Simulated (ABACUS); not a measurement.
**Checks by hand on NaCl (Fm-3m, 2 atoms in the cell; from Materials Project mp-22862, lattice scaled a little)**

```xyz
2
Lattice="0.0000 2.7946 2.7946 2.7946 0.0000 2.7946 2.7946 2.7946 0.0000" Properties=species:S:1:pos:R:3 pbc="T T T"
Na     0.0000     0.0000     0.0000
Cl     2.7946     2.7946     2.7946
```

All values come from this method and carry its errors: PBE, PseudoDojo 0.5 standard norm-conserving PBE (tails mended) pseudopotentials (plane waves; ABACUS).

Main settings: KPT = Gamma 10 10 10 0 0 0; basis_type = pw; ecutwfc = 88 Ry; smearing_method = fd; smearing_sigma = 0.00367493 Ry; potentials = PseudoDojo 0.5 standard norm-conserving PBE (tails mended); symmetry = 1; symmetry_prec = 1e-05.

The structure comes from a collection of computed structures, made at another level of theory; the collection holds predicted forms beside known ones. Its lattice was then scaled.

The cell holds 294.6 bohr³ and the plane-wave cutoff is 88.0 Ry.

Task: How many plane waves does a k-point need, and how does the count grow with the cutoff?

Result: In Rydberg units |k + G|² ≤ E, a sphere of radius √88.0 = 9.381 bohr⁻¹. Each G takes (2π)³/V of reciprocal space, so N = V E^(3/2)/(6π²) = 294.6 × 825.5/59.218 = 4107. The program's largest count at a k-point is 4126; single k-points scatter about the estimate. The count grows as E^(3/2): 20 % more cutoff means 31 % more plane waves.

The cell was also run at V = 43.215 Å³ (F = -1693.79829 eV, P = 1.87 GPa) and V = 44.088 Å³ (F = -1693.80680 eV, P = 1.26 GPa), scaled uniformly; the base has V = 43.652 Å³, P = 1.56 GPa and F₀ = -1693.80296 eV.

Task: Check the pressure against the energies, and estimate the bulk modulus and the volume of zero pressure.

Result: P = −dF/dV ≈ −(-0.00851 eV)/(0.873 Å³) = 0.00975 eV/Å³; times 160.218 GPa per eV/Å³ this is 1.56 GPa, against 1.56 GPa from the stress tensor. B = −V dP/dV ≈ −43.652 × (-0.61 GPa)/(0.873 Å³) = 31 GPa at this volume. The curvature of the energies, B = V (F₊ + F₋ − 2F₀)/(ΔV/2)², gives 30 GPa. To first order the pressure vanishes at V0 ≈ V(1 + P/B) = 45.88 Å³, so all lengths change by about 1.68 %. Shape and fractional positions were held, which usually makes B too large where they are free.

Atom 1 (Na, mass 22.99 u) was moved by −0.04 and +0.04 Å along z. The force on it along z was 0.066 and -0.066 eV/Å, and the free energy of the cell changed by 1.62 and 1.62 meV.

Task: Find the force constant in two ways.

Result: From the forces, k = −(F₊ − F₋)/(2u) = −(-0.066 − (0.066))/0.080 = 1.65 eV/Å². From the energies, k = (ΔE₊ + ΔE₋)/u² = 0.00324 eV/(0.04 Å)² = 2.02 eV/Å². They differ by about 23 %, more than the finite steps explain, so noise of grid, basis or mesh weighs on these numbers and neither is reliable.

A band-structure run on this density gave a gap of 5.21 eV along the path. From the bottom of the conduction band at Γ toward X, the level moves away from the edge by 0.1190 eV at Δk = 0.1124 Å⁻¹ and by 0.4486 eV at Δk = 0.2248 Å⁻¹. From the top of the valence band at Γ toward X, the level moves away from the edge by 0.0173 eV at Δk = 0.1124 Å⁻¹ and by 0.0669 eV at Δk = 0.2248 Å⁻¹.

Task: Estimate the effective masses, and the wavelength of a photon at the gap.

Result: For a parabola ΔE = ħ²Δk²/(2m*), with ħ²/(2mₑ) = 3.810 eV Å², so m*/mₑ = 3.810 Δk²/ΔE. At the bottom of the conduction band: 3.810 × 0.1124²/0.1190 = 0.40 from the nearer point and 0.43 from the farther. At the top of the valence band: 3.810 × 0.1124²/0.0173 = 2.78 from the nearer point and 2.88 from the farther. Where the two differ the band is not parabolic over this range, and the mass at the edge lies beyond the nearer value. These are masses along one direction, for the outermost band, at this level of theory and without spin-orbit coupling. The gap corresponds to λ = 1239.8 nm eV/5.21 eV = 238 nm; semi-local functionals usually give gaps below the measured ones.

“Tails mended”: in these copies of the files the far tail of each local potential was reset to the Coulomb form.
